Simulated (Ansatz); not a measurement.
# Zone-centre phonons of ScPt at 3 GPa: input and output

These are results of DFT LDA, scalar-relativistic, plane waves, PAW in Ansatz 0.2.0, not measurements.

Launched with:
```bash
ansatz run input.yaml --threads 1 --pin off --max-ram 3072MiB --backend cpu --events-out ev --progress --plain --runs-dir out
```

Input (bare energies are in eV):
```yaml
crystal:
  lattice:
    - [3.2104839277, 0.0, 0.0]
    - [0.0, 3.2104839277, 0.0]
    - [0.0, 0.0, 3.2104839277]
  atoms:
    - { symbol: Sc, position: [0.5, 0.5, 0.5] }
    - { symbol: Pt, position: [0.0, 0.0, 0.0] }
basis:
  ecutwfc: 420
kpoints:
  mp_grid: { grid: [14, 14, 14] }
hamiltonian:
  xc: lda
scf:
  occupations: { method: fermi_dirac, width: 0.15 }
output:
  eigenvalues: true
phonons:
  method: dfpt
  eigenvectors: true
```

The end of the output:
```
--- Phonons (Γ-DFPT): 2 representative perturbations + reference, on 288 of 2744 k-points (Σ response iterations 6) ---
  k mesh reduced under 8 symmetry operations, with k and −k counted as one. Each operation leaves every solved perturbation unchanged. A smaller set is not used because it would not reduce the number of displacements ...
  ASR residual: 8.306e-4 → 0.000e0 eV/Å²; symmetrization residual: 5.233e-6 eV/Å²
  ASR residual per site (eV/Å²): 8.31e-4 2.67e-4
  Γ frequencies (cm⁻¹): 0.00 0.00 0.00 183.35 183.35 183.35
  non-analytic LO–TO correction: not included (Born effective charges unavailable; polar crystals: no LO–TO splitting at Γ)
```

Time: 54 s on 1 thread of Arm Neoverse V1, on a shared host, peak memory 0.78 GiB.

In a metal, frequencies and elastic constants depend on the k mesh and the smearing, soft modes and shear constants most. Spin–orbit coupling is left out, which can shift energies with elements as heavy as these.